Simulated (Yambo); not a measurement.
G0W0@PBEsol for TiO2 (space group P2_1/c, No. 14) in Yambo. Reference settings: 4×2×2 Γ-centred k mesh, bands 5 to 242 and a 8 Ry block in the screening, 242 bands in G with the Bruneval-Gonze terminator, plasmon pole fitted at 27.2 eV. The PBEsol gap Γ → (-0.5, 0, 0) on this mesh is 2.28 eV; G0W0 gaps are taken between the same points.

The settings were changed. The gap went from 3.65 eV to 4.00 eV, and the shift of the valence edge from -0.15 eV to -0.14 eV.

Q: Which change was made?
(A) 106 bands in W, 106 bands in G
(B) 106 bands in G, no terminator
(C) 3 Ry block
(D) 164 bands in G, no terminator

A: C, 3 Ry block. The others gave (gap, valence shift): 106 bands in W, 106 bands in G: 3.66, 0.02 eV; 164 bands in G, no terminator: 3.76, 0.23 eV; 106 bands in G, no terminator: 3.75, 0.53 eV.

Geometry of the Materials Project entry, not relaxed at this level; primitive cell a = 4.813 Å, b = 4.872 Å, c = 5.041 Å, α = γ = 90.00°, β = 99.86°.

This is not the ordinary phase of the substance.

A shift is the quasiparticle energy of the state minus its PBEsol energy.
